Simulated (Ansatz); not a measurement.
**Fields on a plane of Ni (fcc, Cu type)**

```xyz
1
Lattice="0.0000 1.7316 1.7316 1.7316 0.0000 1.7316 1.7316 1.7316 0.0000" Properties=species:S:1:pos:R:3 pbc="T T T"
Ni     0.0000     0.0000     0.0000
```

The slice is a {110} plane (indices of the conventional cell) through the point (0.000, 0.000, 0.000) (fractional), spanned by u = [100] and v = [1 -1 -1] in vectors of this cell: u (2.45 Å) and v (3.46 Å, at 90° to u). It covers one period; positions are fractions (u, v).

Atoms on it: Ni at (0.00, 0.00).

Computed with PBEsol (plane waves to 420 eV, PAW, scalar-relativistic; Ansatz, an electronic-structure program). k mesh 23×23×23. These are valence fields of a PAW run, semicore shells included where kept as valence: close to a nucleus they are smooth pseudo fields. Ni was relaxed with its symmetry unable to fall. Relaxed Ni ends ferromagnetic. The PAW data are Ansatz's earlier set. The magnetic order is the one the run started from; other orders were not tried.

```
|xxxxxxxx++..    ....    ..++xxxxxx|
|xxxxxx@@--..    ::::    ..--@@xxxx|
|xxxx@@++::    ..::::..    ::++@@xx|
|**++--::      ::----::      ::--++|
|::::..      ..--====--..      ..::|
|          ..--==++++==--..        |
|        ..::============--..      |
|    ..::----============----::..  |
|::::::------------------------::::|
|::::--------::::::::::::--------::|
|::::------::::::::::::::::------::|
|::::----::::::::....::::::::----::|
|::::------::::::::::::::::------::|
|::::--------::::::::::::--------::|
|::::::------------------------::::|
|    ..::----============----::..  |
|        ..--============::..      |
|          ..--==++++==--..        |
|::::..      ..--====--..      ..::|
|**++--::      ::----::      ::--++|
|xxxx@@++::    ..::::..    ::++@@xx|
|xxxxxx@@--..    ::::    ..--@@xxxx|
|xxxxxxxx++..    ....    ..++xxxxxx|
|xxxxxxxx**::    ....    ::**xxxxxx|
```
Scale: ten equal steps from 0.16 (start of ' ') to 0.44 (end of '@'), in the order ' .:-=+*#%@'. Values: ELF of the up spins. The map has 17 points along u (two characters each, u = 0 at the left) and 24 along v (v = 0 in the bottom row). Points within 0.5 Å of a nucleus are blanked (x), as the pseudised field means little there.

| v \ u | 0.00 | 0.12 | 0.24 | 0.35 | 0.47 | 0.59 | 0.71 | 0.82 | 0.94 |
|---|---|---|---|---|---|---|---|---|---|
| 0.88 | x | 0.45 | 0.20 | 0.17 | 0.27 | 0.21 | 0.17 | 0.29 | x |
| 0.75 | 0.18 | 0.17 | 0.18 | 0.27 | 0.34 | 0.32 | 0.22 | 0.17 | 0.17 |
| 0.62 | 0.23 | 0.25 | 0.28 | 0.29 | 0.28 | 0.29 | 0.29 | 0.26 | 0.23 |
| 0.50 | 0.25 | 0.25 | 0.26 | 0.25 | 0.25 | 0.25 | 0.26 | 0.26 | 0.25 |
| 0.38 | 0.23 | 0.25 | 0.28 | 0.29 | 0.28 | 0.29 | 0.29 | 0.26 | 0.23 |
| 0.25 | 0.18 | 0.17 | 0.18 | 0.27 | 0.34 | 0.31 | 0.22 | 0.17 | 0.17 |
| 0.12 | x | 0.44 | 0.20 | 0.17 | 0.27 | 0.21 | 0.17 | 0.29 | x |
| 0.00 | x | x | 0.34 | 0.17 | 0.23 | 0.19 | 0.21 | x | x |

Values: electron localisation function (ELF). Points within 0.5 Å of a nucleus are blanked (x), as the pseudised field means little there.

| Property | Value |
|---|---|
| Density on the Ni–Ni line (2.45 Å) at its midpoint | 0.35 e/Å³ |
| ELF at that point | 0.2 |
